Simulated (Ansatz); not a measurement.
Ti:
```xyz
1
Lattice="-1.6260 1.6260 1.6260 1.6260 -1.6260 1.6260 1.6260 1.6260 -1.6260" Properties=species:S:1:pos:R:3 pbc="T T T"
Ti     0.0000     0.0000     0.0000
```

Relaxed with r²SCAN.

Problem. List the phonon frequencies at the special points (DFPT on a 5×5×5 q-mesh, Fourier-interpolated; the program Ansatz at the r²SCAN level (PAW)).

Solution. In cm⁻¹.

| q | frequencies |
|---|---|
| Γ | 0 0 0 |
| H | 237 237 237 |
| N | 166i 162 166 |
| P | 115i 115i 115i |

Space group Im-3m (bcc (W type)). This is a known high-temperature phase of the composition, computed here at zero pressure and temperature. The r²SCAN relaxation kept the symmetry of its start. At this level the phase is dynamically unstable (imaginary phonons). The run is not spin-polarised. As this level gives no gap, phonon frequencies hold no LO–TO term and depend on the k-mesh and smearing (Fermi–Dirac, 0.1 eV here).

Potentials: the earlier of the program's two PAW sets.
